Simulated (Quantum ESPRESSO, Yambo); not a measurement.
# G0W0 results for N

```xyz
4
Lattice="4.0841 0.0000 0.0000 0.0000 4.0841 0.0000 0.0000 0.0000 5.3459" Properties=species:S:1:pos:R:3 pbc="T T T"
N      3.6931     3.6931     0.0000
N      0.3909     0.3909     0.0000
N      2.4330     1.6511     2.6730
N      1.6511     2.4330     2.6730
```

The geometry is that of Materials Project entry mp-570747, symmetrised and not relaxed again.

Starting point: PBEsol (Quantum ESPRESSO, PseudoDojo norm-conserving, 84 Ry, scalar-relativistic). G0W0 in Yambo: 4×4×2 Γ-centred k mesh, 158 bands and a 8 Ry block in the screening, 158 bands in G with the Bruneval-Gonze terminator, plasmon pole fitted at 27.2 eV.

```json
{
 "PBEsol gap along the band path": "6.85 eV",
 "PBEsol gap between the mesh's edge points (A → Γ)": "6.85 eV",
 "G0W0 gap between the same points": "13.20 eV",
 "PBEsol smallest direct gap on the mesh (at Γ)": "7.05 eV",
 "G0W0 direct gap at that point": "13.45 eV"
}
```

```
k point  band  E PBEsol (eV)  E QP (eV)  shift (eV)     Z
-------  ----  -------------  ---------  ----------  ----
Γ          VB          -0.20      -3.31       -3.11  0.84
Γ          CB           6.85      10.14        3.29  0.87
Z          VB          -0.44      -3.59       -3.15  0.84
Z          CB           7.26      10.74        3.48  0.87
X          VB          -0.23      -3.34       -3.11  0.84
X          CB           7.88      11.55        3.67  0.86
R          VB          -0.29      -3.42       -3.13  0.84
R          CB           7.52      10.99        3.46  0.87
M          VB          -0.03      -3.11       -3.07  0.84
M          CB           7.65      11.24        3.59  0.86
A          VB           0.00      -3.06       -3.06  0.84
A          CB           7.69      11.28        3.59  0.86
```

Energies count from the PBEsol valence-band maximum.

Nearest settings tried, and what they do to the gap: 97 bands in G: +9 meV; 69 bands in W: +39 meV; 7 Ry block (213 vectors against 245): -4 meV; 2×2×2 mesh: -40 meV. So the settings aren't converged at that level.

The structure is a Materials Project entry; no match was found in the copy of COD used, and its stability was not checked.

The distance between layers or molecules is the database entry's, not relaxed here. Functionals without dispersion can leave it too large, which widens gaps and weakens the response across layers: the numbers belong to this cell.
